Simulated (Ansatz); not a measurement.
GaN:
```xyz
4
Lattice="3.1833 0.0000 0.0000 -1.5916 2.7568 0.0000 0.0000 0.0000 5.1838" Properties=species:S:1:pos:R:3 pbc="T T T"
Ga     1.5916     0.9189     2.5873
Ga     0.0000     1.8379     5.1792
N      1.5916     0.9189     4.5405
N      0.0000     1.8379     1.9486
```

Cartesian axes are those of the cell as given.

Give the proper piezoelectric stress tensor with relaxed ions from DFT-r²SCAN in the program Ansatz with PAW potentials.

In C/m², rows x, y, z, Voigt columns; mesh uncertainty up to 0.00.
```
 0.00   0.00   0.00   0.00  -0.29   0.00
 0.00   0.00   0.00  -0.29   0.00   0.00
-0.41  -0.41   0.74   0.00   0.00   0.00
```

The elastic tensor of the same run (GPa):

```tsv
	1	2	3	4	5	6
1	362	132	94.4	0.0	0.0	0.0
2	132	362	94.4	0.0	0.0	0.0
3	94.4	94.4	400	0.0	0.0	0.0
4	0.0	0.0	0.0	97.9	0.0	0.0
5	0.0	0.0	0.0	0.0	97.9	0.0
6	0.0	0.0	0.0	0.0	0.0	115
```

Convert to strain constants d = e·S.

In pC/N:
```
 0.0   0.0   0.0   0.0  -2.9   0.0
 0.0   0.0   0.0  -2.9   0.0   0.0
-1.3  -1.3   2.5   0.0   0.0   0.0
```

Space group P6_3mc (wurtzite). The r²SCAN relaxation kept the symmetry of its start; phonons on a q-mesh show no instability.

Potentials: the earlier of the program's two PAW sets.
